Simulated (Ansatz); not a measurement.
Space group P6_422 (No. 181). a = 4.522 Å, b = 4.522 Å, c = 6.323 Å, α = 90.00°, β = 90.00°, γ = 120.00°
| atom | site | symmetry | x | y | z |
| --- | --- | --- | --- | --- | --- |
| V | 3c | 222 | 0.5000 | 0.0000 | 0.0000 |
| Si | 6i | ..2 | 0.1633 | 0.3265 | 0.0000 |

Equation of state of this VSi2 structure (not necessarily the ground state), with shape and atoms relaxed at each volume where symmetry leaves them free. It has no gap at any of these volumes. All numbers below come from DFT PBEsol, scalar-relativistic, plane waves, PAW (Ansatz).

Plane waves to 420 eV, a k mesh through Γ of 12×12×6 on the computed 9-atom cell and Gaussian smearing (0.10 eV); no spin polarisation.

```json
{"V (Å³/atom)": "10.947", "E − E(largest V) (meV/atom)": "69.76", "P (GPa)": "31.42"}
{"V (Å³/atom)": "11.320", "E − E(largest V) (meV/atom)": "8.37", "P (GPa)": "21.59"}
{"V (Å³/atom)": "11.693", "E − E(largest V) (meV/atom)": "-31.87", "P (GPa)": "13.22"}
{"V (Å³/atom)": "12.067", "E − E(largest V) (meV/atom)": "-54.11", "P (GPa)": "6.09"}
{"V (Å³/atom)": "12.440", "E − E(largest V) (meV/atom)": "-61.00", "P (GPa)": "0.01"}
{"V (Å³/atom)": "12.813", "E − E(largest V) (meV/atom)": "-54.83", "P (GPa)": "-5.16"}
{"V (Å³/atom)": "13.186", "E − E(largest V) (meV/atom)": "-37.53", "P (GPa)": "-9.56"}
{"V (Å³/atom)": "13.684", "E − E(largest V) (meV/atom)": "0.00", "P (GPa)": "-14.41"}
```

Task: Fit a third-order Birch–Murnaghan equation to E(V).

Result: V0 = 12.44 Å³/atom, B0 = 186 GPa, B0' = 4.3.

Cost: 8 runs of about 14 core-minutes in all, on Intel Xeon 6975P-C (Granite Rapids) (shared hosts).